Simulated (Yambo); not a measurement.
Yambo run on AlN (wurtzite, space group P6_3mc, No. 186). The wavefunctions come from this Quantum ESPRESSO step (PBE, PseudoDojo standard norm-conserving files, scalar-relativistic):

```
&CONTROL
  calculation = 'nscf'
  pseudo_dir = './pseudo'
  outdir = './out'
/
&SYSTEM
  ibrav = 0
  nat = 4
  ntyp = 2
  ecutwfc = 84.0
  ecutrho = 336.0
  occupations = 'fixed'
  force_symmorphic = .true.
  nbnd = 79
/
&ELECTRONS
  conv_thr = 4e-09
  diago_full_acc = .true.
  diago_thr_init = 1e-08
/
ATOMIC_SPECIES
N 14.0070 N.upf
Al 26.9815 Al.upf
CELL_PARAMETERS angstrom
  3.128589819000   0.000000000000   0.000000000000
 -1.564294909000   2.709438261000   0.000000000000
  0.000000000000   0.000000000000   5.016960000000
ATOMIC_POSITIONS crystal
N   0.666666667000   0.333333333000   0.880710000000
N   0.333333333000   0.666666667000   0.380710000000
Al   0.666666667000   0.333333333000   0.499290000000
Al   0.333333333000   0.666666667000   0.999290000000
K_POINTS automatic
6 6 4 0 0 0
```

Yambo input:

```
rim_cut
gw0
dyson
el_el_corr
HF_and_locXC
ppa
em1d
RandQpts= 1000000
RandGvec= 1 Ry
EXXRLvcs= 84 Ry
VXCRLvcs= 336 Ry
Chimod= "HARTREE"
% BndsRnXp
 1 | 77 |
%
NGsBlkXp= 8 Ry
% LongDrXp
 1.0 | 1.0 | 1.0 |
%
PPAPntXp= 27.2114 eV
% GbndRnge
 1 | 77 |
%
GTermKind= "BG"
DysSolver= "n"
ExtendOut
% QPkrange
 1 | 1 | 8 | 9 |
 3 | 3 | 8 | 9 |
 10 | 10 | 8 | 9 |
 12 | 12 | 8 | 9 |
 19 | 19 | 8 | 9 |
 21 | 21 | 8 | 9 |
%
```

k points by index: 1 = Γ, 3 = A, 10 = M, 12 = L, 19 = K, 21 = H.

Table of the .qp output:

```
#    K-point    Band    Eo [eV]    E [eV]    E-Eo [eV]    Vxc [eV]    Vnlxc [eV]    Sc|Eo [eV]    Sc|E [eV]    dSc/dw|Eo [eV]    Re(Z)    Im(Z)
#
    1    8    0.000000    -0.712491    -0.712491    -17.01921    -20.89733    2.981634    3.165634    -7.026321    0.794776    -0.001189
    1    9    4.055053    4.665648    0.610595    -12.46693    -8.092929    -3.632306    -3.763409    -5.841882    0.823257    -0.001038
    3    8    -0.528611    -1.324725    -0.796115    -16.66606    -20.80675    3.137556    3.344573    -7.074935    0.793650    -0.001213
    3    9    6.321434    7.121144    0.799710    -12.77639    -7.749852    -4.048041    -4.226830    -6.082804    0.817300    -0.001109
    10    8    -0.678926    -1.501684    -0.822758    -16.54256    -20.75034    3.170583    3.385025    -7.091397    0.793269    -0.001225
    10    9    5.770899    6.401960    0.631061    -10.62862    -5.947780    -3.919738    -4.049780    -5.606524    0.829161    -0.001073
    12    8    -1.345008    -2.289798    -0.944790    -15.78883    -20.15595    3.175070    3.422328    -7.120536    0.792595    -0.001251
    12    9    5.261124    5.799305    0.538181    -10.07849    -5.519522    -3.913464    -4.020785    -5.425357    0.833764    -0.001031
    19    8    -2.345386    -3.433432    -1.088046    -14.83887    -19.55061    3.334095    3.623695    -7.242452    0.789792    -0.464641E-3
    19    9    5.058671    5.473900    0.415228    -8.611472    -4.134035    -3.983795    -4.062208    -5.137499    0.841183    -0.001011
    21    8    -0.789412    -1.651403    -0.861991    -16.39248    -20.62921    3.149738    3.374737    -7.101862    0.793027    -0.001226
    21    9    7.365147    8.184933    0.819786    -11.46188    -6.173739    -4.285608    -4.468355    -6.064934    0.817738    -0.001416
```
(The two width columns are left out.) Convergence of these settings isn't established.

Geometry of the Materials Project entry, not relaxed at this level.
